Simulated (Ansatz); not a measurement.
Starting cell, ZnS (wurtzite):

```yaml
crystal:
  lattice:
    - [3.80610, 0.00000, 0.00000]
    - [-1.90305, 3.29618, 0.00000]
    - [0.00000, 0.00000, 6.24474]
  atoms:
    - { symbol: Zn, position: [0.66667, 0.33333, 0.99975] }
    - { symbol: Zn, position: [0.33333, 0.66667, 0.49975] }
    - { symbol: S, position: [0.66667, 0.33333, 0.62545] }
    - { symbol: S, position: [0.33333, 0.66667, 0.12545] }
```

Scan: atom 3 (S, nearest neighbour Zn at 2.333 Å; its periodic images, 3.8 Å or more away, move with it) is displaced towards the nearest neighbour, direction (-0.816, 0.471, -0.336) in Cartesian axes, by s. The other atoms stay.

Level of theory: r2SCAN (plane waves to 500 eV, PAW, scalar-relativistic; Ansatz, a program for electronic structure). k mesh 8×8×5 (Γ-centred), Fermi-Dirac smearing 0.05 eV. The energy includes the smearing's −TS. ZnS was relaxed with its symmetry unable to fall. The zero of ΔE is the undisplaced structure.

```json
[
 {"s (Å)": "-0.470", "ΔE (meV/cell)": "396"},
 {"s (Å)": "-0.376", "ΔE (meV/cell)": "291"},
 {"s (Å)": "-0.282", "ΔE (meV/cell)": "187"},
 {"s (Å)": "-0.188", "ΔE (meV/cell)": "95"},
 {"s (Å)": "-0.094", "ΔE (meV/cell)": "27"},
 {"s (Å)": "0.000", "ΔE (meV/cell)": "0"},
 {"s (Å)": "0.094", "ΔE (meV/cell)": "35"},
 {"s (Å)": "0.188", "ΔE (meV/cell)": "160"},
 {"s (Å)": "0.282", "ΔE (meV/cell)": "412"},
 {"s (Å)": "0.376", "ΔE (meV/cell)": "846"},
 {"s (Å)": "0.470", "ΔE (meV/cell)": "1536"}
]
```

Task: What force constant k = d²E/ds² at s = 0 does the table give?

Result: 6.9 eV/Å². It is the second difference of the nearest points, corrected with the next pair.

Task: With k = 6.94 eV/Å² from the forces, is the well harmonic out to s = 0.470 Å?

Result: ½ks² = 767 meV/cell against the computed 1536 meV/cell, so the well is stiffer than harmonic there.

(For displaced atoms, the force is minus the slope of the energy, and its curvature is a force constant, which sets phonon frequencies.)
